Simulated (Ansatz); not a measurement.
Input and command of a plane-wave DFT calculation in Ansatz:

```yaml
crystal:
  lattice:
    - [4.9749001741, 0.0, 0.0]
    - [-2.487450087, 4.308389932, 0.0]
    - [0.0, 0.0, 3.9931249786]
  atoms:
    - { symbol: Ag, position: [0.3333333333, 0.6666666667, 0.25] }
    - { symbol: Ag, position: [0.6666666667, 0.3333333333, 0.75] }
    - { symbol: O, position: [0.833, 0.666, 0.25] }
    - { symbol: O, position: [0.167, 0.833, 0.75] }
    - { symbol: O, position: [0.334, 0.167, 0.25] }
    - { symbol: O, position: [0.167, 0.334, 0.75] }
    - { symbol: O, position: [0.833, 0.167, 0.25] }
    - { symbol: O, position: [0.666, 0.833, 0.75] }
basis:
  ecutwfc: 420
kpoints:
  mp_grid: { grid: [6, 6, 4] }
hamiltonian:
  xc: pbe
scf:
  occupations: { method: gaussian, width: 0.1 }
  lower_state_search: "off"
output:
  forces: true
  stress: true
  eigenvalues: true
relax:
  adjacent_minimum: "off"
  f_tol: 0.04
  max_steps: 70
  cell: { stress_tol: 0.4 }
```

```bash
ansatz run input.yaml --threads 1 --pin off --max-ram 2560MiB --backend cpu --events-out ev --progress --plain --runs-dir out
```

Processor: Intel(R) Xeon(R) Platinum 8259CL CPU @ 2.50GHz (Skylake/Cascade Lake), 1 thread, on a host shared with other jobs.

Question: Estimate time, memory and problem size.

Answer: About 4.8 min on 1 thread of Intel(R) Xeon(R) Platinum 8259CL CPU @ 2.50GHz (Skylake/Cascade Lake), with other jobs on the host, peak memory 0.46 GiB. It solves 45 bands at 21 k points (the mesh reduced by the symmetry that the task leaves, which can be less than the crystal's) with about 1995 plane waves (on the last cell), in 251 SCF iterations over 40 ionic steps.
